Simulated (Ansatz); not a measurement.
## Ag: energy along a strain

Ag, Im-3m, a = 3.311 Å (as given, not relaxed at this level: -7.2 GPa). This isn't the element's structure at ambient conditions. Ansatz: PBEsol, PAW, 420 eV, Γ-centred 20×20×20 mesh on 1 atom, Gaussian smearing 0.15 eV; no spin polarisation. Cell vectors (Å): -1.656 1.656 1.656; 1.656 -1.656 1.656; 1.656 1.656 -1.656. The cell is strained by x per cent times the pattern (1 0 0 0 0 0) in the order xx yy zz yz xz xy (engineering shears), with fractional coordinates held. y is the free energy over the start, V0 = 18.154 Å³/atom.

| x (%) | y (meV/atom) |
| --- | --- |
| -2.00 | ? |
| -1.50 | -11.54 |
| -1.00 | -7.85 |
| -0.50 | -4.00 |
| 0.00 | 0.00 |
| 0.50 | 4.15 |
| 1.00 | 8.45 |
| 1.50 | 12.91 |
| 1.75 | 15.19 |
| 2.00 | 17.51 |

Task: Fit y = c1 x + c2 x² + c3 x³ to the other rows, get the stiffness along the pattern, and predict the missing energy.

Result: Least squares on the rows shown. y = 8.1511 x + 0.30350 x² − 0.00070469 x³. The clamped-ion stiffness p·C·p = 2 × 3.035 eV × 160.2 / 18.154 Å³ = 54 GPa, which is C11 in these axes (second derivative at the start, which stands under stress). At x = -2.00 the fit asked for gives -15.08 meV/atom. The run gave -15.05 meV/atom, so the fit is 0.03 meV/atom too low, a small miss on the scale of the series.